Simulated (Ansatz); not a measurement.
**GdRe3 in the AuCu3-type structure**

Level of theory: DFT, PBE, scalar-relativistic, collinear spin; plane waves to 420 eV with PAW datasets (Ansatz 0.2.0), Γ-centred 8×8×8 mesh, 0.05 eV Gaussian smearing; PAW files: Ansatz's generated set soft_2.

```
CELL_PARAMETERS angstrom
4.12037 0.00000 0.00000
0.00000 4.12037 0.00000
0.00000 0.00000 4.12037
ATOMIC_POSITIONS crystal
Gd 0.00000 0.00000 0.00000
Re 0.00000 0.50000 0.50000
Re 0.50000 0.50000 0.00000
Re 0.50000 0.00000 0.50000
```

The structure was built from a prototype; whether the compound forms in it isn't claimed.

The geometry is fixed. Moments are started on Gd in several ways. q is the propagation vector of an order in a doubled cell, in units of this cell's reciprocal vectors; doubled cells take an equivalent mesh or are counted from a ferromagnetic run in the same cell, unless said otherwise. Energies count from the first row, the state in which the cell was relaxed.

The starts:
- ferromagnetic
- no spin polarisation
- antiparallel, q = (0, 0, 1/2)
- antiparallel, q = (0, 1/2, 1/2)
- antiparallel, q = (1/2, 1/2, 1/2)

(1) Which start ends lowest?

Answer:

(1) Lowest: antiparallel, q = (0, 1/2, 1/2), though «antiparallel, q = (0, 0, 1/2)» lies within 0.7 meV/atom, too near to part.

```tsv
start	largest typed moment (μB)	ΔE (meV/atom)	gap on the mesh (eV)	P (GPa)	final spin moments (μB)
ferromagnetic	7.55	0.0	metal	0.0	Gd 6.87
no spin polarisation	0.00	1544.5	metal	-10.1	none
antiparallel, q = (0, 0, 1/2)	7.00	-4.4	metal	-0.2	Gd 6.90, -6.90; Re -0.08, 0.08
antiparallel, q = (0, 1/2, 1/2)	7.00	-5.1	metal	-0.2	Gd 6.90, -6.90
antiparallel, q = (1/2, 1/2, 1/2)	7.00	0.1	metal	0.0	Gd 6.87, -6.87
```

The program noted a lower state or an instability beside: antiparallel, q = (1/2, 1/2, 1/2). The lower rows of the table may be what it saw.

The row without spin polarisation prices the pairing of the open shell's electrons, not a magnetic ordering energy.

Only orders that fit these small cells were tried, so the real crystal's order may be another.

Without a U the 4f levels of Gd lie too near the Fermi level, so their share of the states there, and what hangs on it, is overstated. No spin–orbit coupling, a notable omission for heavy elements. Site moments are of spin, integrated over atomic spheres.

A lower state of the open shells can't be excluded.
